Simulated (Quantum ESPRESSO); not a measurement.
```
KTlO2
1.0
    1.72438     0.99557     6.05441
   -1.72438     0.99557     6.05441
    0.00000    -1.99114     6.05441
O K Tl
2 1 1
Direct
  0.73267   0.73267   0.73267
  0.26733   0.26733   0.26733
  0.50000   0.50000   0.50000
  0.00000   0.00000   0.00000
```

Cell and atoms were relaxed with PBEsol from Materials Project entry mp-8175, within its symmetry.

What does PBEsol (pw.x of Quantum ESPRESSO, ONCV potentials, with spin-orbit coupling) give for the electronic structure near the Fermi level?

The PBEsol gap is indirect, 0.91 eV, from Z to Γ; the smallest direct gap is 1.04 eV. 

The structure is a Materials Project entry; no match was found in the copy of COD used, and its stability was not checked.
